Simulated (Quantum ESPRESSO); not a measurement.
# Computed records: Ga3SiCN3 (made-up cell)

Computed with Quantum ESPRESSO 7.5. Calculation on a made-up crystal cell, not a measurement: periodic Kohn-Sham density functional theory in plane waves with PseudoDojo standard norm-conserving scalar-relativistic pseudopotentials, each functional with its own files (v0.5 for PBE, v0.4.1 for LDA and PBEsol), no spin polarisation, no spin-orbit coupling, atoms not relaxed, stress positive in tension, energies less a fixed whole-eV offset for each atom's element; levels are Kohn-Sham levels at fractions of this cell's reciprocal vectors, counted from the reference band (half the neutral cell's valence electrons, rounded up) at Gamma; error bars cover cutoff and k-mesh only, not smearing or the files; added strain carries the atoms with the cell, and shear is the tensor component; each bar is the largest change over components, and at least 0.002 eV, 0.002 eV per angstrom or 0.02 GPa; energies are for the whole cell, and the offsets were chosen from early runs and are not element reference energies.

## Ga3SiCN3 (made-up cell)

Unstrained structure:
```
Ga3SiCN3
1.0
      3.1927     0.0000     0.0000
      0.0000     5.5298     0.0000
      0.0000     0.0000     5.2136
Ga Si Ga N C
1 1 2 3 1
Direct
  0.00207 -0.00702 -0.00495
  0.43117 0.50505 -0.00322
  0.50136 0.16241 0.47963
  -0.02919 0.64416 0.51391
  0.01463 0.00633 0.39675
  0.47364 0.49174 0.38252
  0.49958 0.15248 0.90640
  -0.01694 0.68572 0.87886
```

| Item | Value |
| --- | --- |
| lattice type | wurtzite |
| functional | pbe |
| cutoff | 1143 eV |
| fermi dirac smearing | 0.025 eV |
| scf tolerance | 1e-07 eV |
| electrons removed | 0 |
| added strain kind | biaxial xx and yy |
| added strain | 0.0017 |
| k mesh | 6 x 4 x 4, shifted by half a step |
| structure shown | before the added strain of 0.0017 |
| free energy less offsets | -2.976 eV |
| smearing term minus ts | 0 eV |
| scf iterations | 13 |
| pressure | 3.079 GPa |
| stress xx | -5.869 GPa |
| stress yy | -4.436 GPa |
| stress zz | 1.068 GPa |
| stress yz | -3.463 GPa |
| stress xz | -0.9744 GPa |
| stress xy | -1.632 GPa |
| reference band | 31 |
| error bar energy | 0.002 eV |
| error bar stress | 0.03656 GPa |
| error bar force | 0.003667 eV/Å |
| error bar next band up | 0.002 eV |
| error bars from | tighter rerun of a related cell |

Atoms:
```
atoms element  atom site  atom energy offset (eV)
           Ga          1                    -2080
           Si          2                     -115
           Ga          3                    -2080
           Ga          4                    -2080
            N          5                     -283
            N          6                     -283
            N          7                     -283
            C          8                     -163
```

Forces:
```
site  x (eV/Å)  y (eV/Å)  z (eV/Å)
   1   -0.1038      2.08     2.116
   2     2.503    -1.157    0.9715
   3    0.7941   -0.5756     1.536
   4    0.2941     1.831    -1.011
   5    -1.256    -1.673    -1.105
   6   -0.2854    0.6651     -2.68
   7   -0.4766     4.379    -1.053
   8    -1.469     -5.55     1.225
```

Levels:
```
level k point  next band up (eV)
        Gamma              2.069
(1/2,1/2,1/2)              2.703
   (0.15,0,0)              2.987
   (0,0.15,0)               2.48
   (0,0,0.15)              2.591
```
